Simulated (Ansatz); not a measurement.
Pd:
Space group Fd-3m, origin choice 1 (No. 227); a = 5.8084 Å, b = 5.8084 Å, c = 5.8084 Å, α = 90.00°, β = 90.00°, γ = 90.00°

| atom | site | symmetry | x | y | z |
|---|---|---|---|---|---|
| Pd | 8b | -43m | 0.5000 | 0.5000 | 0.5000 |
(The calculation used a cell of 2 atoms; values per cell refer to that cell.)

Relaxed with PBE.

### Question
Which orbitals make up the states near the Fermi level in DFT-PBE in the program Ansatz with PAW potentials?

### Answer
Within 0.5 eV of the Fermi level: Pd 4d 89 %, outside the projected shells 10 %. Projections are on Löwdin-orthogonalised atomic valence shells; empty p or d shells of many metals are not among them.

### Question
Tabulate the density of states.

### Answer
States/eV per cell of 2 atoms, in 0.25 eV bins, energy from the Fermi level.

| E (eV) | total | Pd 4d | Pd 4s | Pd 4p |
|---|---|---|---|---|
| -4.55 | 0.00 | 0.00 | 0.00 | 0.00 |
| -4.30 | 0.11 | 0.00 | 0.00 | 0.00 |
| -4.05 | 0.21 | 0.01 | 0.00 | 0.00 |
| -3.80 | 4.04 | 3.73 | 0.00 | 0.00 |
| -3.55 | 8.70 | 8.25 | 0.00 | 0.01 |
| -3.30 | 6.08 | 5.87 | 0.00 | 0.01 |
| -3.05 | 9.10 | 8.52 | 0.01 | 0.01 |
| -2.80 | 8.78 | 7.72 | 0.03 | 0.01 |
| -2.55 | 5.01 | 4.80 | 0.01 | 0.01 |
| -2.30 | 3.95 | 3.73 | 0.00 | 0.01 |
| -2.05 | 3.65 | 3.38 | 0.01 | 0.00 |
| -1.80 | 3.84 | 3.61 | 0.00 | 0.01 |
| -1.55 | 3.57 | 3.42 | 0.00 | 0.00 |
| -1.30 | 4.16 | 4.00 | 0.00 | 0.01 |
| -1.05 | 3.71 | 3.58 | 0.00 | 0.01 |
| -0.80 | 1.14 | 1.03 | 0.00 | 0.00 |
| -0.55 | 2.67 | 2.37 | 0.00 | 0.00 |
| -0.30 | 5.37 | 4.98 | 0.00 | 0.00 |
| -0.05 | 8.61 | 8.24 | 0.00 | 0.01 |
| 0.20 | 1.67 | 1.12 | 0.00 | 0.00 |
| 0.45 | 0.81 | 0.29 | 0.00 | 0.00 |
| 0.70 | 0.65 | 0.16 | 0.00 | 0.00 |
| 0.95 | 0.57 | 0.11 | 0.00 | 0.00 |
| 1.20 | 0.52 | 0.09 | 0.00 | 0.00 |
| 1.45 | 0.84 | 0.13 | 0.00 | 0.00 |
| 1.70 | 0.80 | 0.10 | 0.00 | 0.00 |
| 1.95 | 0.65 | 0.06 | 0.00 | 0.00 |
| 2.20 | 0.78 | 0.05 | 0.00 | 0.00 |
| 2.45 | 0.82 | 0.05 | 0.00 | 0.00 |
| 2.70 | 0.62 | 0.03 | 0.00 | 0.00 |
| 2.95 | 0.52 | 0.03 | 0.00 | 0.00 |
| 3.20 | 0.59 | 0.02 | 0.00 | 0.00 |
| 3.45 | 0.78 | 0.02 | 0.00 | 0.00 |
| 3.70 | 0.77 | 0.02 | 0.00 | 0.00 |
| 3.95 | 0.78 | 0.02 | 0.00 | 0.00 |
| 4.20 | 0.82 | 0.02 | 0.00 | 0.00 |
| 4.45 | 0.85 | 0.01 | 0.00 | 0.00 |
| 4.70 | 0.95 | 0.01 | 0.00 | 0.00 |

The start of the workflow was typed in or built on a structure type; neither database checked (COD, Materials Project) lists it. It is not the phase usual at ambient conditions (space group No. 225). Symmetry was held in the PBE relaxation; its stability against distortions is not shown here. No spin polarisation was allowed. Scalar-relativistic: spin–orbit coupling is off unless named, which matters more the heavier the elements.

Potentials: the later of the program's two PAW sets.
